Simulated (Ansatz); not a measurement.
Ca (fcc (Cu type), Fm-3m) at seven volumes, the program Ansatz at the PBE level (PAW), scaled uniformly. One row is withheld.

```tsv
V (Å³/atom)	P (GPa)
38.381	1.90
39.647	1.19
40.912	0.56
42.177	0.00
43.443	-0.49
44.708	?
45.973	-1.30
```

Problem. Fit the shown pressures and predict the withheld one.

Solution. P = (3/2)B₀(x^(7/2) − x^(5/2))[1 + (3/4)(B′ − 4)(x − 1)] with x = (V₀/V)^(2/3). Least squares on the six rows gives V₀ = 42.183 Å³/atom, B₀ = 17.4 GPa, B′ = 3.17. At V = 44.708, x = 0.9620 and P = -0.92 GPa. The run itself gave -0.92 GPa.

The PBE relaxation kept the symmetry of its start.

Potentials: the earlier of the program's two PAW sets.
